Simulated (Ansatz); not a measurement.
Values for one crystal, relaxed and computed with plane-wave PAW PBEsol (Ansatz code); other levels are named.

```yaml
volume_per_atom: 14.99 Å³
electronic_character: metallic (no gap)
Formation energy from the elements (no fitted shifts): -0.28 eV/atom
Gap with spin–orbit coupling: none (metallic)
Density of states at the Fermi level: 0.74 states/eV per atom (mean over ±0.08 eV)
Pressure derivative B′: 5.0
Bulk modulus (Birch–Murnaghan fit): 317 GPa
```

Task: Which compound is it?
(A) Ga3Pt2, La2O3 or Ni2Al3 type
(B) Cu3Pt, Cu3Au type
(C) NiPt, L1₀ or tetragonal B2
(D) Pt3W, I4/mmm (Pt on 4d, Pt on 2b, W on 2a)

Result: D, Pt3W, I4/mmm (Pt on 4d, Pt on 2b, W on 2a)

The workflow started from a Materials Project entry (that database holds measured and hypothetical structures alike); the Crystallography Open Database copy checked does not list it. Whether it is the stable phase at ambient conditions was not checked. The PBEsol relaxation kept the symmetry of its start; its stability against distortions is not shown here. The run is not spin-polarised. The references are the lowest solids computed at this level, not always the standard phases. Scalar-relativistic: spin–orbit coupling is off unless named, which matters more the heavier the elements.

Potentials: the later of the program's two PAW sets.
